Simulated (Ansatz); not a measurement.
**KCuBi₂S₄: reading a single point**

```xyz
16
Lattice="1.9986 6.8334 0.0000 1.9986 -6.8334 0.0000 0.0000 0.0000 -14.1521" Properties=species:S:1:pos:R:3 pbc="T T T"
Cu    1.9986   -4.8052   -7.3619
Cu    1.9986    4.8052   -0.2859
Bi    1.9986   -1.5625  -11.6544
Bi    1.9986    1.5625   -4.5783
S     1.9986   -3.3402   -5.2080
S     1.9986    3.3402  -12.2840
S     1.9986   -3.1693   -9.0149
S     1.9986    3.1693   -1.9388
Bi    1.9986    2.1114  -10.0040
Bi    1.9986   -2.1114   -2.9279
S     1.9986   -6.6038  -10.9608
S     1.9986    6.6038   -3.8847
K     1.9986   -5.3000  -14.0884
K     1.9986    5.3000   -7.0124
S     1.9986   -0.9321   -0.0014
S     1.9986    0.9321   -7.0775
```

The numbers come from plane-wave PAW DFT (Ansatz): r2SCAN, no spin polarisation, 500 eV, 7×7×2 Γ-centred k points, fermi-dirac occupations (width 0.1 eV). Nothing was relaxed.

Band edges: Within 0.7 eV of the edges, the states project mainly on Cu d (48 %) and S p (44 %) below the gap and on Bi p (64 %) and S p (15 %) above it.
Stress: The pressure is 2.0 GPa (compression positive), so with the atoms held at these fractions the cell would first expand.
Formation energy: -0.64 eV an atom against the elements' usual phases (free molecules for gases, crystals otherwise, with no correction for O₂ or N₂), so it is bound against them; other compounds may still compete. Relaxing would lower it.
Forces: The largest is on S5 (and as large on other atoms): 0.37 eV/Å, components (0.00, -0.14, -0.35). It makes 174° with the line to a nearest neighbour, Bi10 at 2.59 Å, pointing away from it.
Electronic structure: The gap on the k mesh is 0.96 eV; the mesh may miss the band edges, so the true gap of this level can be smaller.

Origin: a database entry at a rescaled volume. Caveats: an odd or shifted mesh can miss the band edges, so this level's true gap may be smaller; no spin-orbit coupling, which can shift this gap by tenths of an eV.
